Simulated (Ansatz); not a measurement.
TiAl$_{3}$ from its elements: all-electron against pseudopotential results

```
CELL_PARAMETERS angstrom
-1.90813 1.90813 4.27550
1.90813 -1.90813 4.27550
1.90813 1.90813 -4.27550
ATOMIC_POSITIONS crystal
Ti 0.00000 0.00000 0.00000
Al 0.50000 0.50000 0.00000
Al 0.75000 0.25000 0.50000
Al 0.25000 0.75000 0.50000
```

The cell comes from a relaxation on PAW files under the same functional, begun from a database entry that needn't be the ground state.

Level of theory: DFT with PBEsol, scalar-relativistic, in Ansatz 0.2.0; a Γ-centred 13×13×13 k mesh, Fermi–Dirac smearing of 0.05 eV, no spin polarisation. LAPW: all electrons, basis error target 0.5 meV/atom; PAW: frozen-core files, cutoff 420 eV; norm-conserving: pseudopotentials, cutoff 1143 eV.

The elements are taken as Al fcc, Ti hcp, each relaxed on PAW files under the same functional and computed by the same method as the compound; zero-point and thermal terms are left out.

The PAW files were made under PBE. The norm-conserving files are those that the library serves for this functional.

(1) Give the formation energy by each method, with the residual pressure at this cell and the LAPW gap.

(2) Give the LAPW value for one formula unit in kJ/mol.

## Answers

(1) 

```
         method  ΔE(formation) (eV/atom)  P at this cell (GPa)  gap (eV)
           LAPW                   -0.404                 -0.05      0.00
            PAW                   -0.403                  0.00         –
norm-conserving                   -0.405                 -0.11         –
```

(2) -0.404 eV/atom × 4 atoms × 96.485 kJ/(mol·eV) = -155.9 kJ/mol, at zero temperature and without zero-point motion.
